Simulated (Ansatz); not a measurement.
Single point in Ansatz 0.2.0 with r2SCAN, with U_eff = 3.29 eV on Pd d, V = 1.33 eV between Pd d and O p within 2.429 Å (all-electron-ortho-atomic projectors), collinear spin. Cutoff 500 eV, PAW datasets, 5×5×3 (shifted by 0.5, 0, 0.5 steps) k mesh, cold filling (width 0.0645 eV).

Computed maps in the lattice plane spanned by a (left to right, 3.94 Å, 12 points from zero) and b (bottom to top, 4.06 Å, 12 points from zero), 90° apart, at height 0.689 along c. The fields are smooth PAW ones with compensation charges, not the true ones near nuclei.

Valence density. Digits on a logarithmic scale: 0 up to 0.03 e/Å³, each further digit a factor of 1.6, 9 from 1.3 e/Å³ up:
```
963212358999
963111358999
853222357999
543455545777
335678765454
247899986432
258987897421
258975897421
257988887422
346899876443
544677665666
753344457999
```

ELF. Ten even steps from '0' (0.00) to '9' (0.88):
```
972000169858
983000279837
961000048999
710255213899
103899851255
028998995000
069920499300
079800199400
049941698100
017999982123
401799721588
840132117999
```

The cell is Ba₂PdO₃. Which atoms lie within 0.2 Å of this plane, and where (fractions of a and b)?

Ba at (0.40, 0.35), O at (0.84, 0.86). The whole cell:
```
Ba Pd O
1.0
     0.06524   -0.01116    3.94301
     0.02430   -4.06269    0.01187
     6.58358    1.99722   -1.86405
Ba Pd O
2 1 3
Cartesian
  4.5728 -0.0315 0.3139
  1.8960 -2.0033 2.0214
  0.0366 -0.0833 0.0442
  0.0233 -2.1221 0.0933
  2.0892 0.0613 0.0002
  4.6018 -2.1332 2.0412
```

The state carries no moments; the state need not be the lowest.

Origin: a strained cell with displaced atoms, so it need not be a known compound. Caveats: the input typed no starting moments.
